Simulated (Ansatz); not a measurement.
TiC (rock salt), conventional cell a = 4.3327 Å, b = 4.3327 Å, c = 4.3327 Å, α = 90.00°, β = 90.00°, γ = 90.00°. The calculation uses the primitive cell of 2 atoms, to which meshes and values per cell refer.

This relaxed cell (volume V₀) is scaled evenly in all directions, its shape held. Symmetry pins the atoms to their sites.

Computed with PBE (plane waves to 420 eV, PAW, scalar-relativistic; Ansatz, a quantum-chemistry and plane-wave program). k mesh 18×18×18 (Γ-centred), Fermi-Dirac smearing 0.05 eV. Energies are smeared free energies. Compression counts positive. The PAW data are Ansatz's earlier set. TiC is run without spin polarisation. TiC was relaxed with its symmetry unable to fall. ΔE is measured from the relaxed starting cell.

```
V/V₀   ΔE (meV/atom)  P (GPa)
-----  -------------  -------
0.900              ?     32.6
0.917              ?     25.9
0.933             40     19.8
0.950             22     14.2
0.967              9      9.1
0.983              2      4.3
1.000              0      0.0
1.017              2     -4.0
1.033              8     -7.7
1.050             18    -11.1
1.067             32    -14.2
1.083             48    -17.0
1.100              ?    -19.7
```

Q: Complete the blanks.

A: 
- 0.900, ΔE (meV/atom): 95
- 0.917, ΔE (meV/atom): 64
- 1.100, ΔE (meV/atom): 68

(Under strain, the slope of the energy per volume gives the stress and its curvature an elastic modulus.)
